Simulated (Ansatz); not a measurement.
# BaTiO₃, a database entry at a rescaled volume

```yaml
crystal:
  lattice:
    - [4.05224, 0.00000, 4.05224]
    - [0.00000, 4.05224, 0.00000]
    - [4.05224, 0.00000, -4.05224]
  atoms:
    - { symbol: Ba, position: [0.00000, 0.00000, 0.00000] }
    - { symbol: Ba, position: [0.50000, 0.00000, 0.50000] }
    - { symbol: Ti, position: [0.00000, 0.50000, 0.50000] }
    - { symbol: Ti, position: [0.50000, 0.50000, 0.00000] }
    - { symbol: O, position: [0.25000, 0.50000, 0.75000] }
    - { symbol: O, position: [0.75000, 0.50000, 0.25000] }
    - { symbol: O, position: [0.00000, 0.00000, 0.50000] }
    - { symbol: O, position: [0.50000, 0.00000, 0.00000] }
    - { symbol: O, position: [0.25000, 0.50000, 0.25000] }
    - { symbol: O, position: [0.75000, 0.50000, 0.75000] }
```

Single point in Ansatz 0.2.0 with r2SCAN, no spin polarisation. Cutoff 500 eV, PAW datasets, 5×6×5 Γ-centred k mesh, fermi-dirac filling (width 0.1 eV).

Task: What is the formation energy?

Result: -3.39 eV an atom against the elements' usual phases (free molecules for gases, crystals otherwise, with no correction for O₂ or N₂), so it is bound against them; other compounds may still compete. Relaxing would lower it.

Task: What do density and ELF say about some of the short contacts?

Result: Ti–O at 2.03 Å: least valence density 0.59 e/Å³ and ELF 0.19 there. Ba–O at 2.87 Å: least valence density 0.16 e/Å³ and ELF 0.07 there, a closed-shell (ionic or weak) contact. These are pseudo-fields; inside the PAW spheres they differ from the all-electron ones.

Task: What is the band gap?

Result: The gap is 2.06 eV, indirect (the least direct gap found is 2.11 eV).

Task: What does the stress say?

Result: The pressure is -7.1 GPa (compression positive), so with the atoms held at these fractions the cell would first shrink.

Origin: a database entry at a rescaled volume.
